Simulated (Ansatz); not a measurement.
AlAs:
Space group F-43m (No. 216); a = b = c = 5.629 Å, α = β = γ = 90.00°

| atom | site | symmetry | x | y | z |
|---|---|---|---|---|---|
| Al | 4a | -43m | 0.0000 | 0.0000 | 0.0000 |
| As | 4d | -43m | 0.7500 | 0.7500 | 0.7500 |
(The calculation used a cell of 2 atoms; values per cell refer to that cell.)

Relaxed with LDA.

### Question
Decompose the optical modes at the zone centre into irreducible representations, and say which are infrared and Raman allowed.

### Answer
Point group -43m: Γ_opt = T2. Infrared: T2. Raman: T2.

### Question
Assign frequencies (DFPT, plane-wave PAW LDA (Ansatz code); without the LO–TO term).

### Answer
T2 358 cm⁻¹.

Symmetry was held in the LDA relaxation; phonons on a q-mesh show no instability.

Potentials: the earlier of the program's two PAW sets.
